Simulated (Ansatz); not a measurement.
**From the elastic tensor of CdF2 at 5.4 GPa (stress–strain coefficients) to moduli and sound speeds**

All numbers below come from Ansatz, DFT LDA, scalar-relativistic, plane waves, PAW. Cutoff 420 eV, 8×8×8 k-points (Γ-centred), fixed occupations. No spin polarisation.

It takes space group Fm-3m (No. 225, cubic). The conventional cell has a = 5.229 Å, b = 5.229 Å, c = 5.229 Å, α = 90.00°, β = 90.00°, γ = 90.00°. Around Cd (site symmetry m-3m) lie 8 F at 2.26 Å. F (site symmetry -43m) has 4 Cd at 2.26 Å as nearest neighbours.

The cell is the ideal cubic fluorite prototype.

Relaxed-ion constants (GPa, on the Cartesian axes of the calculation):
```
232.0 112.3 112.3   0.0   0.0   0.0
112.3 232.0 112.3   0.0   0.0   0.0
112.3 112.3 232.0   0.0   0.0   0.0
  0.0   0.0   0.0  29.0   0.0   0.0
  0.0   0.0   0.0   0.0  29.0   0.0
  0.0   0.0   0.0   0.0   0.0  29.0
```

Density 6.987 g/cm³; 3 atoms in 35.75 Å³.

The values that follow are for a polycrystal of randomly turned grains, by Hill's mean where one number stands.

```json
{
 "Bulk modulus, Voigt / Reuss / Hill": "152.2 / 152.2 / 152.2 GPa",
 "Shear modulus, Voigt / Reuss / Hill": "41.4 / 36.6 / 39.0 GPa",
 "Young's modulus": "108 GPa",
 "Poisson ratio": "0.382",
 "Pugh ratio B/G": "3.91",
 "Universal anisotropy index": "0.66",
 "Longitudinal and transverse sound speeds": "5405 and 2361 m/s",
 "Debye temperature from the mean sound speed": "348 K"
}
```

Cost: 1 run of about 0.83 core-minutes, on Intel Xeon Processor @ 2.50GHz (Skylake/Cascade Lake) (shared hosts).